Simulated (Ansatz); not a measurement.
HfO2 (fluorite)

```cif
data_Hf4O8
_chemical_formula_sum 'Hf4 O8'
_space_group_name_H-M_alt 'Fm-3m'
_space_group_IT_number 225
_space_group_name_Hall '-F 4 2 3'
_cell_length_a 5.05847
_cell_length_b 5.05847
_cell_length_c 5.05847
_cell_angle_alpha 90.000
_cell_angle_beta 90.000
_cell_angle_gamma 90.000
loop_
_atom_site_label
_atom_site_type_symbol
_atom_site_symmetry_multiplicity
_atom_site_Wyckoff_symbol
_atom_site_fract_x
_atom_site_fract_y
_atom_site_fract_z
_atom_site_occupancy
Hf1 Hf 4 a 0.00000 0.00000 0.00000 1
O1 O 8 c 0.25000 0.25000 0.25000 1
```
(The calculation used a cell of 3 atoms; values per cell refer to that cell.)

E(V) scan at fixed shape, V₀ the volume above. Symmetry pins the atoms to their sites.

Computed with r2SCAN (plane waves to 500 eV, PAW, scalar-relativistic; Ansatz, an electronic-structure program). k mesh 11×11×11 (Γ-centred), Fermi-Dirac smearing 0.05 eV. Energies are smeared free energies. Stress and pressure are positive under compression. HfO2 is run without spin polarisation. HfO2 was relaxed with its symmetry unable to fall. Spin-orbit coupling is left out, though Hf is heavy. This is a high-temperature form of HfO2. The zero of ΔE is the relaxed starting cell.

```json
[
 {"V (Å³/atom)": "9.708", "ΔE (eV/atom)": "___", "P (GPa)": "35.5"},
 {"V (Å³/atom)": "9.977", "ΔE (eV/atom)": "0.0586", "P (GPa)": "24.8"},
 {"V (Å³/atom)": "10.247", "ΔE (eV/atom)": "___", "P (GPa)": "15.5"},
 {"V (Å³/atom)": "10.517", "ΔE (eV/atom)": "0.0060", "P (GPa)": "7.2"},
 {"V (Å³/atom)": "10.786", "ΔE (eV/atom)": "0.0000", "P (GPa)": "0.0"},
 {"V (Å³/atom)": "11.056", "ΔE (eV/atom)": "0.0055", "P (GPa)": "-6.4"},
 {"V (Å³/atom)": "11.326", "ΔE (eV/atom)": "0.0210", "P (GPa)": "-11.9"},
 {"V (Å³/atom)": "11.595", "ΔE (eV/atom)": "___", "P (GPa)": "-16.8"},
 {"V (Å³/atom)": "11.865", "ΔE (eV/atom)": "0.0773", "P (GPa)": "-21.1"}
]
```

### Question
Some entries are withheld; supply them.

### Answer

- 9.708, ΔE (eV/atom): 0.1092
- 10.247, ΔE (eV/atom): 0.0249
- 11.595, ΔE (eV/atom): 0.0453

(Under strain, the slope of the energy per volume gives the stress and its curvature an elastic modulus.)
